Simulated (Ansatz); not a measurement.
La$_{2}$O$_{3}$:
```cif
data_La2O3
_chemical_formula_sum 'La2 O3'
_space_group_name_H-M_alt 'P-3m1'
_space_group_IT_number 164
_space_group_name_Hall '-P 3 2"'
_cell_length_a 3.88312
_cell_length_b 3.88312
_cell_length_c 5.95097
_cell_angle_alpha 90.000
_cell_angle_beta 90.000
_cell_angle_gamma 120.000
loop_
_atom_site_label
_atom_site_type_symbol
_atom_site_symmetry_multiplicity
_atom_site_Wyckoff_symbol
_atom_site_fract_x
_atom_site_fract_y
_atom_site_fract_z
_atom_site_occupancy
La1 La 2 d 0.33333 0.66667 0.24397 1
O1 O 2 d 0.66667 0.33333 0.35341 1
O2 O 1 a 0.00000 0.00000 0.00000 1
```

Relaxed at zero pressure with plane-wave PAW LDA (Ansatz code).

The volume is lowered by 3 % and shape and atoms relax at that volume. What pressure results, and how do the axes share the change?

4.0 GPa; a -0.5 %, b -0.5 %, c -2.1 %; the energy rises by 6 meV/atom.

Give the new structure.


Space group P-3m1 (No. 164); a = b = 3.865 Å, c = 5.825 Å, α = β = 90.00°, γ = 120.00°

```csv
atom,site,symmetry,x,y,z
La,2d,3m.,0.3333,0.6667,0.2413
O,2d,3m.,0.6667,0.3333,0.3514
O,1a,-3m.,0.0000,0.0000,0.0000
```

The phase is kept; no other phase was compared at this pressure.

Symmetry was held in the LDA relaxation. Scalar-relativistic: spin–orbit coupling is off unless named, which matters more the heavier the elements.

Potentials: the earlier of the program's two PAW sets. The files were generated under PBE; for other functionals the program regenerates the frozen cores, and for LDA and PBEsol the local potential too.
